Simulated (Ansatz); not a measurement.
# Does relaxation matter for the field gradients of Ti3Ni3O?

Start: a COD entry.

```cif
data_Ti3Ni3O
_symmetry_space_group_name_H-M 'Fd-3m:1'
_symmetry_Int_Tables_number 227
_cell_length_a 11.1800
_cell_length_b 11.1800
_cell_length_c 11.1800
_cell_angle_alpha 90.000
_cell_angle_beta 90.000
_cell_angle_gamma 90.000
loop_
_atom_site_label
_atom_site_type_symbol
_atom_site_symmetry_multiplicity
_atom_site_Wyckoff_symbol
_atom_site_fract_x
_atom_site_fract_y
_atom_site_fract_z
Ti Ti 48 f 0.1850 0.5000 0.0000
Ni13 Ni 32 e 0.8350 0.8350 0.3350
Ni21 Ni 16 c 0.6250 0.6250 0.1250
O O 16 d 0.1250 0.1250 0.6250
```

One atom of each set is listed; the run and its k-mesh use a cell of 28 atoms with edges of 7.91, 7.91, 7.91 Å.

Level of theory: DFT, PBE, plane waves and PAW, scalar-relativistic, collinear spin, 420 eV cutoff, Γ-centred 5×5×5 k-points, Fermi–Dirac smearing 0.05 eV (Ansatz 0.2.0). Start moments as typed (μB): 1.5 on each Ni, none on the rest.

The largest force at the start is 1.0 eV/Å. Relaxing the ions at fixed cell moves them by 0.103 Å at most (atom 4, Ti) and 0.068 Å rms.

| site | moved (Å) | first shell before | first shell after | V_zz before (10²¹ V/m²) | η before |
| --- | --- | --- | --- | --- | --- |
| Ti | 0.103 | 2 O at 2.09 Å, angle 143° | 2 O at 2.12 Å, angle 137° | -1.97 | 0.53 |
| Ni13 | 0.013 | 3 Ni at 2.43 Å; also 3 Ni at 2.69 Å | 3 Ni at 2.44 Å; also 3 Ni at 2.71 Å | 0.86 | 0.00 |
| Ni21 | 0.000 | 6 Ni at 2.43 Å | 6 Ni at 2.44 Å | 0.038 | 0.00 |
| O | 0.000 | 6 Ti at 2.09 Å | 6 Ti at 2.12 Å | -0.11 | 0.00 |

(1) What are V_zz and η after the relaxation?

Answers

(1) 

| site | V_zz after | η after | change of V_zz |
| --- | --- | --- | --- |
| Ti | -2.53 | 0.16 | -0.56 |
| Ni13 | 0.67 | 0.00 | -0.19 |
| Ni21 | -0.26 | 0.00 | -0.30 |
| O | -1.35 | 0.00 | -1.24 |

The largest change of V_zz is on O, from -0.11 to -1.35. Where |V_zz| stays above 0.1, η moves most on Ti, from 0.53 to 0.16. V_zz changes sign on Ni21 (same axis).

With no gap above 0.1 eV, as in a metal, the gradients converge slowly in k; expect changes of a tenth or more on a denser mesh. Semilocal functionals can leave a metal where correlation in the d or f shell opens a gap in the real compound, and that would change the values at and beside Ni and Ti. With these PAW files V_zz is typically within 2 to 3 % of all-electron values, but misses above 10 % occur on Ni. The start moments die out, and the run ends without spin.
Before: At this cell the PBE pressure is -5 GPa, so with PBE the cell would shrink if it were relaxed. The entry's cell may itself be off.
After: At this cell the PBE pressure is -6 GPa, so with PBE the cell would shrink if it were relaxed. The entry's cell may itself be off.
